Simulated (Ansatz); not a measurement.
**SiO2 — electric field gradients**

The cell is an entry of the Crystallography Open Database (COD) whose atoms were relaxed with PBE, the cell held.

Space group P4_12_12 (No. 92); a = 4.9717, c = 6.9223 Å.

```
site  Wyckoff  site symmetry       x       y       z
  Si       4a            ..2  0.3054  0.3054  0.0000
   O       8b              1  0.2367  0.1168  0.1854
```

One atom of each set is listed.

The numbers come from a DFT calculation in Ansatz (r2SCAN, plane waves and PAW (field gradients read without the response of the frozen cores, which leaves them typically 4 to 6 % off), scalar-relativistic, 500 eV cutoff, Γ-centred 5×5×4 k-points, Fermi–Dirac smearing 0.02 eV).

Conventions: |V_zz| ≥ |V_yy| ≥ |V_xx|, η = (V_xx − V_yy)/V_zz, C_Q = eQV_zz/h.

¹⁷O: I = 5/2, Q = -25.58 mb. Nuclear quadrupole moments: year-2017 set (Pyykkö).

(1) Which values are expected at the nuclei?

Answers

(1) 

```json
{"site": "Si", "atoms": "4", "first shell": "4 O at 1.62–1.63 Å", "V_zz (10²¹ V/m²)": "-0.34", "η": "0.77", "C_Q (MHz)": "–"}
{"site": "O", "atoms": "8", "first shell": "2 Si at 1.62–1.63 Å, angle 143°", "V_zz (10²¹ V/m²)": "9.66", "η": "0.20", "C_Q (MHz)": "-5.97"}
```

At O V_zz runs parallel to the line that joins its two neighbours (within 1°).

Si has no stable isotope with a ground-state quadrupole moment in the table, so no C_Q is given.

The largest force is 0.3 eV/Å, so the atoms aren't at the calculated equilibrium and relaxing them would move these values.
